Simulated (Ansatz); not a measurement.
CoSi₂:
```
CoSi2
1.0
    0.00000     2.63682     2.63682
    2.63682     0.00000     2.63682
    2.63682     2.63682     0.00000
Co Si
1 2
Cartesian
  0.00000   0.00000   0.00000
  3.95523   3.95523   3.95523
  1.31841   1.31841   1.31841
```

Relaxed with LDA.

Problem. Decompose the optical modes at the zone centre into irreducible representations, and say which are infrared and Raman allowed.

Solution. Point group m-3m: Γ_opt = T1u + T2g. Infrared: T1u. Raman: T2g.

Problem. Assign frequencies (DFPT, LDA (plane waves, PAW; program Ansatz)).

Solution. T2g 341, T1u 348 cm⁻¹.

Space group Fm-3m (fluorite or antifluorite type). Symmetry was held in the LDA relaxation; phonons on a q-mesh show no instability. The run is not spin-polarised. As this level gives no gap, phonon frequencies hold no LO–TO term and depend on the k-mesh and smearing (Fermi–Dirac, 0.1 eV here).

Potentials: the later of the program's two PAW sets.
